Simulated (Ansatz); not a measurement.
Structures of ScBe₃: which is lowest?

Plane-wave DFT in Ansatz with scalar-relativistic PAW potentials, cutoff 420 eV, Γ-centred meshes chosen by cell and gap, Gaussian smearing with energies taken to zero width. Every cell was relaxed (cell and atoms) in a run of its own, within the symmetry of its start. Functional: PBE.

Relaxed structures (starts from databases or built by putting these elements on another compound's sites):
A. Fm-3m, 4 atoms in the computed cell, a = 5.699 Å; sites (symmetry × multiplicity) Sc m-3m × 4, Be -43m × 8 + m-3m × 4; start: built
B. Pm-3m, 4 atoms in the computed cell, a = 3.708 Å; sites (symmetry × multiplicity) Sc m-3m × 1, Be 4/mm.m × 3; start: built

Problem. Rank them by energy. Could pressure change the order?

Solution.
```tsv
structure	group	E − E(lowest) (meV/atom)	V (Å³/atom)	gap on mesh (eV)
A	Fm-3m	0.0	11.57	0.00
B	Pm-3m	241	12.74	0.00
```

A is lowest, 241 meV/atom under B. The lowest is also the densest of these, so pressure wouldn't bring one of the others in at first order. Other structures may lie lower than all of these, and vibrations aren't counted.